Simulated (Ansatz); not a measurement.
Au (diamond, Fd-3m) is relaxed with the program Ansatz at the r²SCAN level (PAW). What lattice parameters of the conventional cell result?

a = 6.078 Å.

The start of the workflow was typed in or built on a structure type; neither database checked (COD, Materials Project) lists it. It is not the phase usual at ambient conditions (space group No. 225). The r²SCAN relaxation kept the symmetry of its start. At this level the phase is mechanically unstable. Scalar-relativistic: spin–orbit coupling is off unless named, which matters more the heavier the elements.

Potentials: the earlier of the program's two PAW sets.
